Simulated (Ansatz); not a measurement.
BaTiO3 (tetragonal-perovskite type, space group P4mm)

```
BaTiO3
1.0
    3.97219     0.00000     0.00000
    0.00000     3.97219     0.00000
    0.00000     0.00000     4.11302
Ti Ba O
1 1 3
Direct
  0.50000   0.50000   0.45235
  0.00000   0.00000   0.93424
  0.50000   0.50000   0.89516
  0.50000   0.00000   0.41213
  0.00000   0.50000   0.41213
```

This relaxed cell (volume V₀) is scaled evenly in all directions, its shape held. The atoms relax within the cell's symmetry.

Calculation: r2SCAN (plane waves to 500 eV, PAW, scalar-relativistic; Ansatz, a first-principles code). k mesh 8×8×8 (Γ-centred), Fermi-Dirac smearing 0.05 eV. Energies are smeared free energies. With the shape held, the modulus is that of even scaling; a crystal free to change shape is softer. BaTiO3 is run without spin polarisation. BaTiO3 was relaxed with its symmetry unable to fall. The zero of ΔE is the relaxed starting cell.

| V (Å³/atom) | ΔE (meV/atom) |
|---|---|
| 11.681 | 72.8 |
| 12.006 | 38.6 |
| 12.330 | 16.2 |
| 12.655 | 3.8 |
| 12.979 | 0.0 |
| 13.304 | 3.5 |
| 13.628 | 13.2 |
| 13.953 | 28.3 |
| 14.277 | 48.0 |

Task: What is the fitted pressure derivative B₀′?

Result: 5.3.

Task: What bulk modulus at fixed cell shape B₀ follows from a third-order Birch-Murnaghan fit?

Result: 144 GPa. Check by three points about V = 12.979 Å³/atom, step 0.324: d²E/dV² ≈ (3.8 − 2·0.0 + 3.5) meV / 0.324² = 0.0693 eV/Å⁶, and V·d²E/dV² × 160.2 = 144 GPa.

(Under strain, the slope of the energy per volume gives the stress and its curvature an elastic modulus.)
